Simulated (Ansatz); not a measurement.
Starting structure of a cell relaxation (symmetry kept):

```
Pb F
1.0
     0.00000    2.96366    2.96366
     2.96366    0.00000    2.96366
     2.96366    2.96366    0.00000
Pb F
1 2
Direct
  0.00000 0.00000 0.00000
  0.25000 0.25000 0.25000
  0.75000 0.75000 0.75000
```

Computed with Ansatz 0.2.0, DFT PBE+D3(BJ), scalar-relativistic, plane waves, PAW.

Cutoff 420 eV; k points 8×8×8 on the computed 3-atom cell (Γ-centred); Gaussian smearing, width 0.02 eV; no spin polarisation.

**Question.** What does it relax to?

**Answer.** The volume increases by 0.31 Å³/atom to 17.66 Å³/atom, and the energy falls by 1.3 meV/atom. Final structure:
```cif
data_structure
_symmetry_space_group_name_H-M 'Fm-3m'
_symmetry_Int_Tables_number 225
_cell_length_a 5.9623
_cell_length_b 5.9623
_cell_length_c 5.9623
_cell_angle_alpha 90.000
_cell_angle_beta 90.000
_cell_angle_gamma 90.000
_cell_volume 211.96
loop_
_atom_site_label
_atom_site_type_symbol
_atom_site_symmetry_multiplicity
_atom_site_Wyckoff_symbol
_atom_site_fract_x
_atom_site_fract_y
_atom_site_fract_z
_atom_site_occupancy
Pb1 Pb 4 a 0.00000 0.00000 0.00000 1
F1 F 8 c 0.25000 0.75000 0.75000 1
```

Spin–orbit coupling is left out, which can shift energies with elements as heavy as these. An atom lies near a switch of its D3 coefficient C6 between reference coordination numbers, so the dispersion energy changes steeply there and can make or shift the minimum.

Cost: 1 run of about 0.17 core-minutes, on Intel Xeon (Skylake/Cascade Lake) (shared hosts).